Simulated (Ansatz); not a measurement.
**Run on GaFe (P-6m2) — anisotropy by the force theorem**

Theory: Ansatz, DFT, LDA, PAW with Ansatz's default frozen-core files, scalar-relativistic.

Command: `ansatz run input.yaml --threads 2 --pin off --max-ram 4096MiB --backend cpu --events-out ev --progress --plain --runs-dir out`

```yaml
crystal:
  lattice:
    - [2.7481305258, 0.0, 0.0]
    - [-1.3740652629, 2.3799508482, 0.0]
    - [0.0, 0.0, 4.030782]
  atoms:
    - { symbol: Ga, position: [0.0, 0.0, 0.5] }
    - { symbol: Fe, position: [0.6666666667, 0.3333333333, 0.0], spin: 2.0 }
magnetization:
  spin_polarized: true
kpoints:
  mp_grid: { grid: [13, 13, 8] }
scf:
  occupations: { method: fermi_dirac, width: 0.1 }
  lower_state_search: "off"
hamiltonian:
  xc: lda
  pseudopotentials: { kind: paw }
output:
  eigenvalues: false
  eigenstates:
    nscf_kmesh: { grid: [19, 19, 11] }
    top_band: c23
    magnetocrystalline_anisotropy:
      directions: [[0.0, 0.0, 1.0], [1.0, 0.0, 0.0], [0.8660254, 0.5, 0.0]]
```

Output:

```
settings of this run that can trade accuracy for cost: output.eigenvalues: false. Do not mix this run's numbers with those of runs without the same settings; the input reference describes each key
Engine: ansatz 0.2.0
Pseudopotentials: kind: paw
Pseudopotential: Ga, paw, valence charge 13, recommended cutoff 420 eV (normal), Ga.paw.azcp
Pseudopotential: Fe, paw, valence charge 16, recommended cutoff 420 eV (normal), Fe.paw.azcp
Functional definition: SPW92
  exchange = slater_x
  correlation = pw_c
Crystal: 2 atoms, lattice volume = 26.363 Å³
Basis set: ecut = 420 eV, 523 PW (Γ)
Bands: 20, of which v1, the nominal top of the filled ones, is band 15 counted from 1 (14 counted from 0)
Symmetry: 12 space group operations
Space group: P-6m2 (ITA 187), of the structure as read, at distance tolerance 3.0e-5 Å
Magnetic group: BNS 187.209 (UNI 1439), of the structure as read, at distance tolerance 3.0e-5 Å
k-points: 105 of 1352 (time reversal used)
Non-local potential: Ga, projectors of the file, l = 0: 2, l = 1: 2, l = 2: 3, l = 3: 1
Non-local potential: Fe, projectors of the file, l = 0: 3, l = 1: 2, l = 2: 3, l = 3: 1
PAW form: soft (Blöchl's): semilocal exchange-correlation on the pseudo side does not see the compensation charge
PAW frozen core: Ga, regenerated for the run's functional, and the local potential with it (the file was generated under x = pbe(κ = 0.804, μ = 0.2195149727645171), c = pbe(β = 0.06672455060314922))
PAW frozen core: Fe, regenerated for the run's functional, and the local potential with it (the file was generated under x = pbe(κ = 0.804, μ = 0.2195149727645171), c = pbe(β = 0.06672455060314922))
PAW one-centre angular grid: Ga, 590 points (default); XC on 64 Gauss nodes
PAW one-centre angular grid: Fe, 590 points (default); XC on 64 Gauss nodes
Initial density: superposition of atomic densities (chi_scale 0.1, normalization cell)
Starting moments: Σ|m| = 2 μB on 1 of 2 sites
Initial wavefunctions: pseudopotential atomic-orbital guess
Functional: x = slater, c = lda
SCF iter   1: F=—  HF=-8127.520260 eV  |F-HF|=—  |Δ(HF+E_count)|=         —  Δρ=3.59e-2 (↑2.86e-2 ↓3.59e-2)  dr2=2.27e0  dr2_m=3.65e-2  M=1.665 μB ∫|m|=1.817 μB  β_m=0.30  ethr=3.10e-3  ⟨swp⟩=4.6  Hψ=16640  notcnv=0
preconditioner: auto → none  [metal: Δε(μ)=0.008 eV  Ē_g=13.542 eV  σ=0.100 eV  W_gap=0.02  n_scr=8 (ndim 8)  ℏωp=33.1 eV  f_vac=0.000  D(μ)=2.04/eV (n_scr^D=22)  sad-step TF]
SCF iter   2: F=—  HF=-8127.246597 eV  |F-HF|=—  |Δ(HF+E_count)|=   2.74e-1  Δρ=2.36e-2 (↑2.36e-2 ↓2.27e-2)  dr2=6.01e-1  dr2_m=1.47e-2  M=1.733 μB ∫|m|=1.898 μB  β_m=1.00  ethr=3.10e-3  ⟨swp⟩=2.1  Hψ=7065  notcnv=0  defer=18
[...]
iter 13 did not close the SCF: its close was put off for a magnetic moment that had not settled (scf_convergence_deferred on its scf_iter line)
SCF iter  13: F=-8127.051231 eV  HF=-8127.051231 eV  |F-HF|=1.41e-8  |Δ(HF+E_count)|=   7.82e-7  Δρ=2.02e-5 (↑1.78e-5 ↓2.02e-5)  dr2=3.37e-8  dr2_m=7.15e-8  M=1.924 μB ∫|m|=2.170 μB  β_m=0.68  ethr=3.45e-10  ⟨swp⟩=1.6  Hψ=12381  notcnv=0
SCF iter  14: F=-8127.051231 eV  HF=-8127.051231 eV  |F-HF|=1.70e-10  |Δ(HF+E_count)|=   1.50e-8  Δρ=3.48e-6 (↑2.51e-6 ↓3.48e-6)  dr2=1.40e-9  dr2_m=1.81e-9  M=1.924 μB ∫|m|=2.170 μB  ethr=1.16e-10  ⟨swp⟩=1.0  Hψ=12192  notcnv=0
SCF 1 converged in 14 iterations: F = -8127.051231 eV  dr2 = 1.40e-9
  greatest PAW one-centre occupation: 1.003 electrons in one spin orbital (limit 2), on the Fe atom at site 1 (counted from 0), in its partial waves of l = 1
NSCF: frozen V_eff on 240 k-points
Magnetocrystalline anisotropy: 0 of 240 k-points coupled
Magnetocrystalline anisotropy: 64 of 240 k-points coupled
Magnetocrystalline anisotropy: 128 of 240 k-points coupled
Magnetocrystalline anisotropy: 192 of 240 k-points coupled
Magnetocrystalline anisotropy: 240 of 240 k-points coupled
SCF converged after 14 iterations
Magnetization: 1.9245 μB (15.4622 up, 13.5378 down)
Absolute magnetization: 2.1666 μB (∫|ρ↑−ρ↓|, with the PAW one-centre terms)
Spin contamination: 0.0549 ħ² per cell (⟨S²⟩ above its minimum at these occupations)
Per-site moments (μB) at R_I (Å): [(-0.054395150913917036, 1.058061133985985), (2.0197831323422086, 1.058061133985985)]
Free energy (F): -8127.051231 eV
Harris-Foulkes:  -8127.051231 eV  (|F-HF|=1.70e-10)
Internal energy: -8126.990595 eV  (E = F + TS)
E sigma→0 (E₀):  -8127.020913 eV
Entropy (-TS):   -0.060636 eV (-30.318 meV/atom)
Fermi energy:    14.939345 eV
--- Per-component energies (eV) ---
  E_band       = -235.137168
  E_kinetic    = 467.797519
  E_local      = -3825.670147  (includes V_loc(G=0)·N_el)
  E_nonlocal   = 649.515228
  E_hartree    = 1697.641089
  E_xc         = -186.561353
  E_vxc        = -210.938032  (∫ρ·V_xc dr)
  E_paw        = -3217.706121  (= ΣΔE_a)
  E_vpaw       = -711.123278  (= ΣTr[D̂ρ^β])
  E_aug_tail   = 0.000615  (compensation charges beyond the density's cutoff)
  E_ewald      = -3714.137440
  E_core_change = 2.130016  (= ΣΔE_core)
  E_smearing   = -0.060636  (= −TS)
  E_closure    = -0.000000  (closes the sum)
  Σ components = -8127.051231   (vs F -8127.051231, Δ=0.00e0)
--- Band table (eV; the first three rows and the last of 210) ---
  k-point 0 ↑: bands = ["-72.1915", "-38.6820", "-38.5392", "-38.5392", "-0.0582", "-0.0099", "-0.0099", "0.2780", "0.2780", "3.4095", "11.2886", "12.8213", "12.9813", "12.9813", "13.6548", "13.6548", "17.8619", "28.5781", "28.5781", "31.6841"]
  k-point 1 ↑: bands = ["-72.1915", "-38.6822", "-38.5392", "-38.5392", "-0.0550", "-0.0105", "-0.0105", "0.2778", "0.2778", "3.5444", "10.7876", "12.6118", "12.9880", "12.9880", "13.6475", "13.6475", "18.8482", "28.6382", "28.6382", "31.7402"]
  k-point 2 ↑: bands = ["-72.1915", "-38.6827", "-38.5392", "-38.5392", "-0.0476", "-0.0119", "-0.0119", "0.2774", "0.2774", "3.9252", "9.5828", "12.4529", "13.0048", "13.0048", "13.6294", "13.6294", "21.0551", "28.7779", "28.7779", "31.8794"]
  k-point 104 ↓: bands = ["-69.9418", "-36.5957", "-36.4343", "-36.4126", "0.0282", "0.0380", "0.0920", "0.1232", "0.2614", "10.9882", "12.3699", "13.0120", "13.9391", "14.0370", "14.9387", "17.6863", "17.9858", "18.4468", "20.5276", "21.2342"]
settings of this run that can trade accuracy for cost: output.eigenvalues: false. Do not mix this run's numbers with those of runs without the same settings; the input reference describes each key
```

magnetocrystalline_anisotropy.tsv:

```
# direction_x	direction_y	direction_z	energy_mev	energy_tetrahedra_mev	beyond_first_order_mev	atom_0_mev	atom_1_mev	spread_mev	spread_tetrahedra_mev	orbital_0_along_direction_mub	orbital_1_along_direction_mub
# format = ansatz-magnetocrystalline-anisotropy/3
# nscf_kmesh_grid = 19 19 11
# nscf_kmesh_shift = 0 0 0
# n_bands = 38
# occupation_method = fermi_dirac
# smearing_width_ev = 0.1
# xc_rung = lda
# a1_ang = 2.7481 0 0
# a2_ang = -1.3741 2.38 0
# a3_ang = 0 0 4.0308
# atom = 0 Ga -3.7007e-17 0 0.5
# atom = 1 Fe 0.66667 0.33333 0
# kernel_functional = own
# kernel_scale = 1.0095
# goldstone_residual = 0.012084
# bands_end_over_fermi_ev = 38
# easy_direction_run = 0
# easy_direction_tetrahedra = 0
0	0	1	0	0	2.3945e-06	0	0	0	0	-0.00074779	0.086385
1	0	0	0.6086	0.47788	2.9575e-05	0.013091	0.58225	0.097792	0.21357	0.00038681	0.075657
0.86603	0.5	0	0.6086	0.47712	2.9586e-05	0.013091	0.58224	0.097764	0.2204	0.00038681	0.075658
```

Site moments (μB): Ga1 -0.05, Fe2 2.02. Cell moment 1.92 μB.

The magnetic group in the log treats spin as a scalar label, without spin–orbit coupling.

The PAW files were made with PBE; the program remakes their cores once for the run's functional and then keeps them frozen. The Ansatz runs typed with the search for lower states off end where their start leads. The magnetic state is the one that this cell and start allow. It needn't be the compound's measured order, which may need a larger cell or be absent.

It took 65 s on 2 threads of Arm Neoverse N1, with other jobs on the host, peak memory 0.59 GiB.
